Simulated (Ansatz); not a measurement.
Consider the following.

VPt2:
Space group Immm (No. 71); a = 2.7204 Å, b = 3.7957 Å, c = 8.3685 Å, α = 90.00°, β = 90.00°, γ = 90.00°

```csv
atom,site,symmetry,x,y,z
V,2a,mmm,0.0000,0.0000,0.0000
Pt,4i,mm2,0.0000,0.0000,0.3396
```
(The calculation used a cell of 3 atoms; values per cell refer to that cell.)

This is the r²SCAN-relaxed structure.

**Question.** All from DFT-r²SCAN in the program Ansatz with PAW potentials, unless another level is named. Predict the density of states at the Fermi level.

**Answer.** 0.66 states/eV per atom (mean over ±0.08 eV).

**Question.** What about the formation energy from the elements (no fitted shifts)?

**Answer.** -0.60 eV/atom.

The workflow started from a Materials Project entry (that database holds measured and hypothetical structures alike); the Crystallography Open Database files this formula in space group No. 71, but the cells were not matched. Its standing as an ambient phase is unchecked. The cell was relaxed with r²SCAN under the symmetry of its start; its stability against distortions is not shown here. No spin polarisation was allowed. Axis ratios of metals converge slowly with the k-mesh, so a and c are less sure than the volume. The references are the lowest solids computed at this level, not always the standard phases. Spin–orbit coupling is left out wherever it is not named.

Potentials: the later of the program's two PAW sets.
